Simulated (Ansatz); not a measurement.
The end point of a relaxation of CdS. Space group P6₃mc (No. 186), AFLOW prototype AB_hP12_186_a2b_a2b (B6, as in SiC). Computed with PBE (plane waves to 420 eV, PAW, scalar-relativistic; Ansatz, a program for electronic structure).

```cif
data_Cd6S6
_chemical_formula_sum 'Cd6 S6'
_space_group_name_H-M_alt 'P63mc'
_space_group_IT_number 186
_space_group_name_Hall 'P 6c -2c'
_cell_length_a 4.19256
_cell_length_b 4.19256
_cell_length_c 20.51560
_cell_angle_alpha 90.000
_cell_angle_beta 90.000
_cell_angle_gamma 120.000
loop_
_atom_site_label
_atom_site_type_symbol
_atom_site_symmetry_multiplicity
_atom_site_Wyckoff_symbol
_atom_site_fract_x
_atom_site_fract_y
_atom_site_fract_z
_atom_site_occupancy
Cd1 Cd 2 a 0.00000 0.00000 0.49978 1
Cd2 Cd 2 b 0.33333 0.66667 0.33326 1
Cd3 Cd 2 b 0.66667 0.33333 0.16656 1
S1 S 2 a 0.00000 0.00000 0.37462 1
S2 S 2 b 0.33333 0.66667 0.20809 1
S3 S 2 b 0.66667 0.33333 0.04139 1
```

### Question
Give the band gap at the level PBE.

### Answer
1.06 eV, direct at Γ (no spin-orbit coupling).

No spin polarisation in the result.

The run could not lose the symmetry of its start; a randomly shaken copy of 12 atoms returns to this structure.

The first start was generated by placing the elements on the sites of a structure type. A measured structure of CdS has the same space group, P6₃mc (No. 186); the sites were not compared with it.
